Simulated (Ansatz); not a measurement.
AlP:
```yaml
crystal:
  lattice:
    - [3.60408, 0.00000, 0.00000]
    - [-1.80204, 3.12123, 0.00000]
    - [0.00000, 0.00000, 5.77717]
  atoms:
    - { symbol: Al, position: [0.00000, 0.00000, 0.00000] }
    - { symbol: Al, position: [0.00000, 0.00000, 0.50000] }
    - { symbol: P, position: [0.33333, 0.66667, 0.25000] }
    - { symbol: P, position: [0.66667, 0.33333, 0.75000] }
```

Relaxed with PBE.

Question: Decompose the optical modes at the zone centre into irreducible representations, and say which are infrared and Raman allowed.

Answer: Point group 6/mmm: Γ_opt = A2u + B1g + B2u + E1u + E2g + E2u. Infrared: A2u, E1u. Raman: E2g.

Question: Assign frequencies (DFPT, plane-wave PAW PBE (Ansatz code)).

Answer: E2u 176, A2u 219, E2g 259, B1g 308, E1u 311, B2u 421 cm⁻¹.

Subscripts of B labels follow the axes of the standard setting.

Space group P6_3/mmc (NiAs type). The cell is a constructed one: a structure type filled with these elements; neither database checked (COD, Materials Project) lists it. It is not the phase usual at ambient conditions (space group No. 216). The cell was relaxed with PBE under the symmetry of its start; phonons on a q-mesh show no instability. As this level gives no gap, phonon frequencies hold no LO–TO term and depend on the k-mesh and smearing (Fermi–Dirac, 0.1 eV here).

Potentials: the later of the program's two PAW sets.
